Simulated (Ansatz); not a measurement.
BP in space group P4_2/mnm (No. 136; B on 4f, P on 4g), DFT-r²SCAN in the program Ansatz with PAW potentials. The conduction-band minimum lies on the Γ–Z line, 59 % of the way from Γ, with 2 equivalent valleys. Second derivatives d²E/dk² of the lowest band at one valley (eV·Å²), along Cartesian directions:

```tsv
direction	d²E/dk²
[100]	24.13
[010]	24.13
[001]	16.56
[110]	24.12
[101]	20.35
[011]	20.35
```

Problem. Find the principal effective masses, the density-of-states mass and the conductivity mass.

Solution. Off-diagonal terms follow from H_xy = H[110] − (H_xx + H_yy)/2, and m*/mₑ = 7.620 eV·Å² over each eigenvalue: 0.32, 0.32, 0.46. One valley's DOS mass (m₁m₂m₃)^(1/3) = 0.36, conductivity mass 3/(Σ 1/mᵢ) = 0.35 mₑ.

Problem. What effective density of states Nc follows at 300 K for parabolic valleys?

Solution. Nc = 2.509e19 × 2 × (0.36)^(3/2) ≈ 1.1e19 cm⁻³.

The start of the workflow was typed in or built on a structure type; neither database checked (COD, Materials Project) lists it. It is not the phase usual at ambient conditions (space group No. 216). The cell was relaxed with r²SCAN under the symmetry of its start; whether a distortion lowers the energy is not shown.

Potentials: the earlier of the program's two PAW sets.

Edges and masses are those of Kohn–Sham bands, whose gap is no quasiparticle gap.
